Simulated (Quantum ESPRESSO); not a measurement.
MgGa3SP3, one run as intended and one with a planted mistake

Simulated, not a measurement. The program is pw.x of Quantum ESPRESSO 7.5 (plane-wave density functional theory). The cell is made up: 8 atoms on a zincblende/diamond lattice, with randomly drawn elements, strain and displacements, not relaxed. PseudoDojo standard norm-conserving files (v0.5 for PBE, v0.4.1 for LDA and PBEsol) set the functional; there is no spin polarisation, spin-orbit coupling or dispersion term, and the masses in the input are unused placeholders.

Intended input:

```
&control calculation='scf', pseudo_dir='./dojo.nc.sr.pbe.v0_5.standard.upf', outdir='./o', disk_io='low', tprnfor=.true., tstress=.true. /
&system ibrav=0, nat=8, ntyp=4, nbnd=41, ecutwfc=84.00895049, nosym=.true., tot_charge=0,
 occupations='smearing', smearing='fd', degauss=0.0018374661
/
&electrons conv_thr=7.350e-09, electron_maxstep=60, /
ATOMIC_SPECIES
Ga 1.0 Ga.upf
Mg 1.0 Mg.upf
P 1.0 P.upf
S 1.0 S.upf
CELL_PARAMETERS angstrom
5.6267 0.0 0.0
0.0 5.6267 0.0
0.0 0.0 5.6267
ATOMIC_POSITIONS angstrom
Mg -0.1546 0.0389 -0.007
Ga -0.0202 2.9968 2.6698
Ga 2.7312 -0.1057 2.944
Ga 2.7663 2.7843 0.026
S 1.3389 1.4874 1.4095
P 1.367 4.3197 4.2607
P 4.268 1.5437 4.2094
P 4.2661 4.3609 1.4433
K_POINTS automatic
4 4 4 1 1 1
```

The log is shortened where brackets say so; the opening notice, blank lines, dates and the lines on written files are dropped, and the path of the files is cut. It prints rydbergs, bohrs and kilobars, and counts compression as positive stress. Where no state is partly filled, the Fermi energy that it prints is only some level between the filled and the empty states on the mesh, and need not lie in the true gap.

Log of the intended run:

```
     Program PWSCF v.7.5
     Parallel version (MPI & OpenMP), running on       4 processor cores
     Number of MPI processes:                 4
     Threads/MPI process:                     1
     [start-up lines left out]
     bravais-lattice index     =            0
     lattice parameter (alat)  =      10.6329  a.u.
     unit-cell volume          =    1202.1478 (a.u.)^3
     number of atoms/cell      =            8
     number of atomic types    =            4
     number of electrons       =        70.00
     number of Kohn-Sham states=           41
     kinetic-energy cutoff     =      84.0090  Ry
     charge density cutoff     =     336.0358  Ry
     scf convergence threshold =      7.3E-09
     mixing beta               =       0.7000
     number of iterations used =            8  plain     mixing
     Exchange-correlation= PBE
                           (   1   4   3   4   0   0   0)
     [axes and pseudopotential details left out]
   Cartesian axes
     site n.     atom                  positions (alat units)
         1        Mg     tau(   1) = (  -0.0274761   0.0069135  -0.0012441  )
         2        Ga     tau(   2) = (  -0.0035900   0.5326035   0.4744877  )
         3        Ga     tau(   3) = (   0.4854000  -0.0187854   0.5232196  )
         4        Ga     tau(   4) = (   0.4916381   0.4948371   0.0046208  )
         5        S      tau(   5) = (   0.2379548   0.2643468   0.2505021  )
         6        P      tau(   6) = (   0.2429488   0.7677146   0.7572289  )
         7        P      tau(   7) = (   0.7585263   0.2743526   0.7481117  )
         8        P      tau(   8) = (   0.7581886   0.7750369   0.2565091  )
     number of k points=    32  Fermi-Dirac smearing, width (Ry)=  0.0018
                       cart. coord. in units 2pi/alat
        k(    1) = (   0.1250000   0.1250000   0.1250000), wk =   0.0625000
        k(    2) = (   0.1250000   0.1250000   0.3750000), wk =   0.0625000
     [further k points left out]
     Dense  grid:   124823 G-vectors     FFT dimensions: (  64,  64,  64)
     Estimated max dynamical RAM per process >     246.69 MB
     Estimated total dynamical RAM >     895.35 MB
     Initial potential from superposition of free atoms
     starting charge      69.9907, renormalised to      70.0000
     Starting wfcs are   48 randomized atomic wfcs
     total cpu time spent up to now is        3.0 secs
     per-process dynamical memory:   181.0 Mb
     Self-consistent Calculation
     iteration #  1     ecut=    84.01 Ry     beta= 0.70
     Davidson diagonalization with overlap
     ethr =  1.00E-02,  avg # of iterations =  4.0
     Threshold (ethr) on eigenvalues was too large:
     Diagonalizing with lowered threshold
     Davidson diagonalization with overlap
     ethr =  5.83E-04,  avg # of iterations =  2.0
     total cpu time spent up to now is       11.6 secs
     total energy              =    -641.29372580 Ry
     estimated scf accuracy    <       0.40614110 Ry
     iteration #  2     ecut=    84.01 Ry     beta= 0.70
     Davidson diagonalization with overlap
     ethr =  5.80E-04,  avg # of iterations =  3.2
     total cpu time spent up to now is       16.1 secs
     total energy              =    -641.38854936 Ry
     estimated scf accuracy    <       0.17479131 Ry
     [iterations 3 to 8 left out]
     iteration #  9     ecut=    84.01 Ry     beta= 0.70
     Davidson diagonalization with overlap
     ethr =  2.67E-10,  avg # of iterations =  2.9
     total cpu time spent up to now is       47.8 secs
     total energy              =    -641.42917055 Ry
     estimated scf accuracy    <       0.00000003 Ry
     iteration # 10     ecut=    84.01 Ry     beta= 0.70
     Davidson diagonalization with overlap
     ethr =  4.19E-11,  avg # of iterations =  2.0
     total cpu time spent up to now is       51.8 secs
     End of self-consistent calculation
     [lines on levels left out]
     the Fermi energy is     6.3704 ev
!    total energy              =    -641.42917056 Ry
     estimated scf accuracy    <          3.5E-09 Ry
     smearing contrib. (-TS)   =      -0.00000000 Ry
     internal energy E=F+TS    =    -641.42917056 Ry
     The total energy is F=E-TS. E is the sum of the following terms:
     one-electron contribution =    -348.85753713 Ry
     hartree contribution      =     213.82098626 Ry
     xc contribution           =    -160.06231763 Ry
     ewald contribution        =    -346.33030206 Ry
     convergence has been achieved in  10 iterations
     Forces acting on atoms (cartesian axes, Ry/au):
     atom    1 type  2   force =     0.03517184    0.03084240   -0.01974251
     atom    2 type  1   force =     0.00224985   -0.01268123    0.06302835
     atom    3 type  1   force =     0.06295500    0.04389188   -0.00684721
     atom    4 type  1   force =     0.03325869    0.03592877   -0.02160919
     atom    5 type  4   force =     0.01476320   -0.00552058    0.01104686
     atom    6 type  3   force =    -0.01410823   -0.05686472    0.00160943
     atom    7 type  3   force =    -0.04510685    0.00510757   -0.03681708
     atom    8 type  3   force =    -0.08918350   -0.04070407    0.00933133
     Total force =     0.180102     Total SCF correction =     0.000274
     Computing stress (Cartesian axis) and pressure
          total   stress  (Ry/bohr**3)                   (kbar)     P=       -3.00
  -0.00004882  -0.00005904  -0.00011733           -7.18       -8.69      -17.26
  -0.00005904  -0.00001168  -0.00021624           -8.69       -1.72      -31.81
  -0.00011733  -0.00021624  -0.00000059          -17.26      -31.81       -0.09
     init_run     :      2.87s CPU      2.96s WALL (       1 calls)
     electrons    :     48.53s CPU     48.78s WALL (       1 calls)
     forces       :      0.67s CPU      0.69s WALL (       1 calls)
     stress       :      2.12s CPU      2.12s WALL (       1 calls)
     [timing details left out]
     PWSCF        :     54.26s CPU     54.64s WALL
     JOB DONE.
```

A second run has one planted mistake: the smearing is too wide. The input lines that differ, file-writing options aside:

```
- &system ibrav=0, nat=8, ntyp=4, nbnd=41, ecutwfc=84.00895049, nosym=.true., tot_charge=0,
+ &system ibrav=0, nat=8, ntyp=4, nbnd=59, ecutwfc=84.00895049, nosym=.true., tot_charge=0,
-  occupations='smearing', smearing='fd', degauss=0.0018374661
+  occupations='smearing', smearing='fd', degauss=0.0323394035
```

Its log:

```
     Program PWSCF v.7.5
     Parallel version (MPI & OpenMP), running on       4 processor cores
     Number of MPI processes:                 4
     Threads/MPI process:                     1
     [start-up lines left out]
     bravais-lattice index     =            0
     lattice parameter (alat)  =      10.6329  a.u.
     unit-cell volume          =    1202.1478 (a.u.)^3
     number of atoms/cell      =            8
     number of atomic types    =            4
     number of electrons       =        70.00
     number of Kohn-Sham states=           59
     kinetic-energy cutoff     =      84.0090  Ry
     charge density cutoff     =     336.0358  Ry
     scf convergence threshold =      7.3E-09
     mixing beta               =       0.7000
     number of iterations used =            8  plain     mixing
     Exchange-correlation= PBE
                           (   1   4   3   4   0   0   0)
     [axes and pseudopotential details left out]
   Cartesian axes
     site n.     atom                  positions (alat units)
         1        Mg     tau(   1) = (  -0.0274761   0.0069135  -0.0012441  )
         2        Ga     tau(   2) = (  -0.0035900   0.5326035   0.4744877  )
         3        Ga     tau(   3) = (   0.4854000  -0.0187854   0.5232196  )
         4        Ga     tau(   4) = (   0.4916381   0.4948371   0.0046208  )
         5        S      tau(   5) = (   0.2379548   0.2643468   0.2505021  )
         6        P      tau(   6) = (   0.2429488   0.7677146   0.7572289  )
         7        P      tau(   7) = (   0.7585263   0.2743526   0.7481117  )
         8        P      tau(   8) = (   0.7581886   0.7750369   0.2565091  )
     number of k points=    32  Fermi-Dirac smearing, width (Ry)=  0.0323
                       cart. coord. in units 2pi/alat
        k(    1) = (   0.1250000   0.1250000   0.1250000), wk =   0.0625000
        k(    2) = (   0.1250000   0.1250000   0.3750000), wk =   0.0625000
     [further k points left out]
     Dense  grid:   124823 G-vectors     FFT dimensions: (  64,  64,  64)
     Estimated max dynamical RAM per process >     302.87 MB
     Estimated total dynamical RAM >       1.09 GB
     Initial potential from superposition of free atoms
     starting charge      69.9907, renormalised to      70.0000
     Starting wfcs are   48 randomized atomic wfcs +   11 random wfcs
     total cpu time spent up to now is        3.1 secs
     per-process dynamical memory:   211.8 Mb
     Self-consistent Calculation
     iteration #  1     ecut=    84.01 Ry     beta= 0.70
     Davidson diagonalization with overlap
     ethr =  1.00E-02,  avg # of iterations =  6.9
     Threshold (ethr) on eigenvalues was too large:
     Diagonalizing with lowered threshold
     Davidson diagonalization with overlap
     ethr =  5.50E-04,  avg # of iterations =  3.0
     total cpu time spent up to now is       16.8 secs
     total energy              =    -641.32123771 Ry
     estimated scf accuracy    <       0.38344854 Ry
     iteration #  2     ecut=    84.01 Ry     beta= 0.70
     Davidson diagonalization with overlap
     ethr =  5.48E-04,  avg # of iterations =  4.9
     total cpu time spent up to now is       23.3 secs
     total energy              =    -641.39177479 Ry
     estimated scf accuracy    <       0.20673168 Ry
     [iterations 3 to 8 left out]
     iteration #  9     ecut=    84.01 Ry     beta= 0.70
     Davidson diagonalization with overlap
     ethr =  7.53E-10,  avg # of iterations =  2.4
     total cpu time spent up to now is       64.0 secs
     total energy              =    -641.44561816 Ry
     estimated scf accuracy    <       0.00000004 Ry
     iteration # 10     ecut=    84.01 Ry     beta= 0.70
     Davidson diagonalization with overlap
     ethr =  6.41E-11,  avg # of iterations =  3.5
     total cpu time spent up to now is       70.3 secs
     End of self-consistent calculation
     [lines on levels left out]
     the Fermi energy is     6.5938 ev
!    total energy              =    -641.44561817 Ry
     estimated scf accuracy    <          3.2E-09 Ry
     smearing contrib. (-TS)   =      -0.05988155 Ry
     internal energy E=F+TS    =    -641.38573662 Ry
     The total energy is F=E-TS. E is the sum of the following terms:
     one-electron contribution =    -348.84307366 Ry
     hartree contribution      =     213.83394591 Ry
     xc contribution           =    -160.04630681 Ry
     ewald contribution        =    -346.33030206 Ry
     convergence has been achieved in  10 iterations
     Forces acting on atoms (cartesian axes, Ry/au):
     atom    1 type  2   force =     0.03692745    0.03065805   -0.01673667
     atom    2 type  1   force =     0.00440618   -0.01425929    0.05755484
     atom    3 type  1   force =     0.05689072    0.04200174   -0.01185588
     atom    4 type  1   force =     0.02808628    0.03354811   -0.01819123
     atom    5 type  4   force =     0.01391458   -0.00607962    0.01176285
     atom    6 type  3   force =    -0.01121030   -0.05587842    0.00260565
     atom    7 type  3   force =    -0.04238571    0.00914170   -0.03756822
     atom    8 type  3   force =    -0.08662921   -0.03913226    0.01242866
     Total force =     0.172079     Total SCF correction =     0.000308
     Computing stress (Cartesian axis) and pressure
          total   stress  (Ry/bohr**3)                   (kbar)     P=        2.74
  -0.00000738  -0.00005838  -0.00012829           -1.09       -8.59      -18.87
  -0.00005838   0.00002326  -0.00022657           -8.59        3.42      -33.33
  -0.00012829  -0.00022657   0.00004006          -18.87      -33.33        5.89
     init_run     :      2.95s CPU      3.06s WALL (       1 calls)
     electrons    :     66.94s CPU     67.23s WALL (       1 calls)
     forces       :      0.85s CPU      0.85s WALL (       1 calls)
     stress       :      2.74s CPU      2.74s WALL (       1 calls)
     [timing details left out]
     PWSCF        :   1m13.55s CPU   1m13.98s WALL
     JOB DONE.
```

|  | intended run | run with the mistake |
| --- | --- | --- |
| free energy (eV) | -8727.088 | -8727.312 |
| smearing term -TS (eV) | 0.0000 | -0.8147 |
| pressure (GPa) | -0.30 | 0.27 |
| largest force component (eV/Å) | 2.293 | 2.227 |
| largest change of a force component (eV/Å) |  | 0.156 |
| iterations | 10 | 10 |

For scale, a rerun of the intended cell at 1437 eV and a 6 x 6 x 6 mesh moved values by no more than 0.007 eV in energy, 0.02 GPa in stress and 0.005 eV/Å in force. The number of bands, nbnd, was set by rule from the electron count and the smearing, so it follows the mistake.